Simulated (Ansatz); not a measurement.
Relaxation of a relaxed Cu2O cell, doubled along one cell vector, shaken by Gaussian noise of σ = 0.08 Å a coordinate; 12 atoms in the cell, which starts as P1 (No. 1), aP12; a = b = 4.245 Å, c = 8.489 Å, α = β = γ = 90.00°. Level of theory: r2SCAN (plane waves to 500 eV, PAW, scalar-relativistic; Ansatz, a program for electronic structure). Γ-centred k-mesh 3×6×6 on the run's cell (coarser than for final values), Fermi–Dirac smearing 0.05 eV. This is the first round of the run. 

The optimiser's lines from the output (shortened; P is positive under compression):

```
relax step   1: F+E_penalty+E_count = -55318.23985991 eV  Δ(F+E_penalty+E_count) = +0.000e0 eV  max|allowed force component| = 4.065e0 eV/Å  Δτ_max = 0.0000 Å  P = +4.467 GPa  Ω = 152.939 Å³  (16 SCF iters, dr2 threshold 1.00e-7 eV, accepted)
relax step   2: F+E_penalty+E_count = -55319.08082017 eV  Δ(F+E_penalty+E_count) = -8.410e-1 eV  max|allowed force component| = 2.341e0 eV/Å  Δτ_max = 0.0523 Å  P = +2.135 GPa  Ω = 152.736 Å³  (12 SCF iters, dr2 threshold 1.20e-6 eV, accepted)
relax step   3: F+E_penalty+E_count = -55319.82054148 eV  Δ(F+E_penalty+E_count) = -7.397e-1 eV  max|allowed force component| = 3.783e-2 eV/Å  Δτ_max = 0.1580 Å  P = +0.036 GPa  Ω = 152.818 Å³  (13 SCF iters, dr2 threshold 1.20e-6 eV, accepted)
relax step   4: F+E_penalty+E_count = -55319.82966367 eV  Δ(F+E_penalty+E_count) = -9.122e-3 eV  max|allowed force component| = 1.886e-3 eV/Å  Δτ_max = 0.0237 Å  P = -0.001 GPa  Ω = 152.949 Å³  (10 SCF iters, dr2 threshold 5.15e-7 eV, accepted)
relax step   5: F+E_penalty+E_count = -55319.82989606 eV  Δ(F+E_penalty+E_count) = -2.324e-4 eV  max|allowed force component| = 3.746e-4 eV/Å  Δτ_max = 0.0049 Å  P = -0.000 GPa  Ω = 152.951 Å³  (10 SCF iters, dr2 threshold 9.67e-9 eV, accepted)
relax step   6: F+E_penalty+E_count = -55319.82986798 eV  Δ(F+E_penalty+E_count) = +2.807e-5 eV  max|allowed force component| = 3.631e-4 eV/Å  Δτ_max = 0.0000 Å  P = -0.004 GPa  Ω = 152.951 Å³  stress off target by 1.34e-2 GPa  SCF on the basis re-selected at this cell (its energy is not comparable with the rows above)  (9 SCF iters)
```

From the first to the last row the energy changes by -0.13 eV/atom and the volume by 0.0 %. The last row is marked as not comparable with the walk above it, whose basis was carried along; it does compare with step 1, since both stand on a basis selected at the nominal cutoff for their own cell.

Later rounds, restarted from the end of this one on a renewed k-mesh, logged 3 more steps and released under 0.01 eV/atom more. The final structure after all rounds: Pn-3m, origin choice 1 (No. 224), cP6, AFLOW prototype A2B_cP6_224_b_a (C3, as in Cu2O); a = 4.2445 Å, b = 4.2445 Å, c = 4.2445 Å, α = 90.00°, β = 90.00°, γ = 90.00°. Between re-selections the logged energies stand on a plane-wave basis carried along with the cell. No spin polarisation in the result.
